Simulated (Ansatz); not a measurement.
Density of states of a TaN cell (a random packing after short dynamics, relaxed), per eV and atom, broadened by Gaussian smearing of width 0.1 eV and averaged over bins of 0.4 eV, from 8 eV under the Fermi level at most up to where the solved bands end.

Method: Ansatz 0.2.0, DFT PBE, scalar-relativistic, plane waves, PAW.

Cutoff 420 eV; k points 6×6×6 on the computed 16-atom cell (Γ-centred); Gaussian smearing, width 0.10 eV; no spin polarisation.

```
CELL_PARAMETERS angstrom
6.03472 0.40942 -0.24506
0.41265 5.68619 -0.58125
-0.22687 -0.56435 5.55370
ATOMIC_POSITIONS crystal
Ta 0.47542 0.20536 0.19511
Ta 0.25638 0.27785 0.69611
Ta 0.61640 0.82444 0.75439
Ta 0.50995 0.68701 0.23540
Ta 0.94561 0.35286 0.21634
Ta 0.03859 0.80572 0.09033
Ta 0.12764 0.76424 0.58502
Ta 0.74249 0.30212 0.67598
N 0.01126 0.07957 0.45574
N 0.77186 0.59688 0.99076
N 0.82486 0.61264 0.49732
N 0.31371 0.90812 0.94145
N 0.24291 0.46277 0.06040
N 0.77971 0.09355 0.98298
N 0.52312 0.03231 0.48567
N 0.43414 0.51231 0.54729
```

```tsv
E − E_F (eV)	total	Ta 5d	N 2p	Ta 6s	N 2s
-7.85	0.460	0.143	0.247	0.051	0.007
-7.45	0.492	0.156	0.273	0.045	0.007
-7.05	0.591	0.187	0.339	0.043	0.009
-6.65	0.664	0.216	0.391	0.034	0.009
-6.25	0.759	0.246	0.462	0.025	0.008
-5.85	0.802	0.252	0.502	0.020	0.008
-5.45	0.720	0.219	0.464	0.013	0.006
-5.05	0.750	0.216	0.497	0.011	0.007
-4.65	0.615	0.172	0.415	0.009	0.005
-4.25	0.622	0.159	0.435	0.009	0.005
-3.85	0.580	0.130	0.425	0.007	0.004
-3.45	0.231	0.047	0.176	0.002	0.002
-3.05	0.002	0.000	0.001	0.000	0.000
-2.65	0.073	0.058	0.010	0.003	0.001
-2.25	0.355	0.281	0.049	0.013	0.003
-1.85	0.404	0.327	0.049	0.014	0.004
-1.45	0.324	0.255	0.044	0.011	0.004
-1.05	0.451	0.353	0.062	0.017	0.005
-0.65	0.485	0.374	0.071	0.018	0.006
-0.25	0.379	0.289	0.058	0.014	0.005
0.15	0.339	0.263	0.048	0.012	0.007
0.55	0.378	0.289	0.053	0.014	0.009
0.95	0.409	0.308	0.059	0.015	0.012
```

The columns after the total are the largest Löwdin projections on the valence shells of the potentials, so they needn't add up, and the weight of a shell that a potential lacks goes to other orbitals. The cell has no gap on the mesh.

Spin-orbit coupling is left out, which matters for the bands of heavy elements.

Cost: 2 runs of about 24 core-minutes in all (earlier runs that led there not counted), on AMD EPYC (Zen 3) (shared hosts).